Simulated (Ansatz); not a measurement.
Input, command and steps of an Ansatz relaxation.

```yaml
crystal:
  lattice:
    - [-2.215, 2.215, 5.115]
    - [2.215, -2.215, 5.115]
    - [2.215, 2.215, -5.115]
  atoms:
    - { symbol: Ca, position: [0.0, 0.0, 0.0] }
    - { symbol: Ge, position: [0.379, 0.379, 0.0] }
    - { symbol: Ge, position: [0.621, 0.621, 0.0] }
    - { symbol: Au, position: [0.75, 0.25, 0.5] }
    - { symbol: Au, position: [0.25, 0.75, 0.5] }
basis:
  ecutwfc: 420
kpoints:
  mp_grid: { grid: [12, 12, 12] }
hamiltonian:
  xc: pbesol
scf:
  occupations: { method: gaussian, width: 0.1 }
output:
  forces: true
  stress: true
  eigenvalues: true
relax:
  adjacent_minimum: "off"
  f_tol: 0.01
  max_steps: 40
```

```bash
ansatz run input.yaml --threads 1 --pin off --max-ram 2560MiB --backend cpu --events-out ev --progress --plain --runs-dir out
```

Theory: DFT PBEsol, scalar-relativistic, plane waves, PAW (Ansatz).

Of 4 frames 3 are shown, positions in Å and forces in eV/Å; the SCF threshold varies from step to step.

```xyz
5
Lattice="-2.2150 2.2150 5.1150 2.2150 -2.2150 5.1150 2.2150 2.2150 -5.1150" Properties=species:S:1:pos:R:3:forces:R:3 pbc="T T T" step=1 free_energy_over_end_meV_per_atom=1.42
Ca    0.0000    0.0000    0.0000    0.0000    0.0000    0.0000
Ge    0.0000    0.0000    3.8772    0.0000    0.0000    0.3324
Ge    0.0000    0.0000    6.3528    0.0000    0.0000   -0.3324
Au    0.0000    2.2150    2.5575    0.0000    0.0000    0.0000
Au    2.2150    0.0000    2.5575    0.0000    0.0000    0.0000
5
Lattice="-2.2150 2.2150 5.1150 2.2150 -2.2150 5.1150 2.2150 2.2150 -5.1150" Properties=species:S:1:pos:R:3:forces:R:3 pbc="T T T" step=2 free_energy_over_end_meV_per_atom=0.05
Ca    0.0000    0.0000    0.0000    0.0000    0.0000    0.0000
Ge    0.0000    0.0000    3.8944    0.0000    0.0000    0.0638
Ge    0.0000    0.0000    6.3356    0.0000    0.0000   -0.0638
Au    0.0000    2.2150    2.5575    0.0000    0.0000    0.0000
Au    2.2150    0.0000    2.5575    0.0000    0.0000    0.0000
5
Lattice="-2.2150 2.2150 5.1150 2.2150 -2.2150 5.1150 2.2150 2.2150 -5.1150" Properties=species:S:1:pos:R:3:forces:R:3 pbc="T T T" step=4 free_energy_over_end_meV_per_atom=0.00
Ca    0.0000    0.0000    0.0000    0.0000    0.0000    0.0000
Ge    0.0000    0.0000    3.8983    0.0000    0.0000   -0.0008
Ge    0.0000    0.0000    6.3317    0.0000    0.0000    0.0008
Au    0.0000    2.2150    2.5575    0.0000    0.0000    0.0000
Au    2.2150    0.0000    2.5575    0.0000    0.0000    0.0000
```

It took 2.2 min on 1 thread of Arm Neoverse V1, with other jobs on the host, peak memory 0.78 GiB.

Spin–orbit coupling is left out, which can shift energies with elements as heavy as these.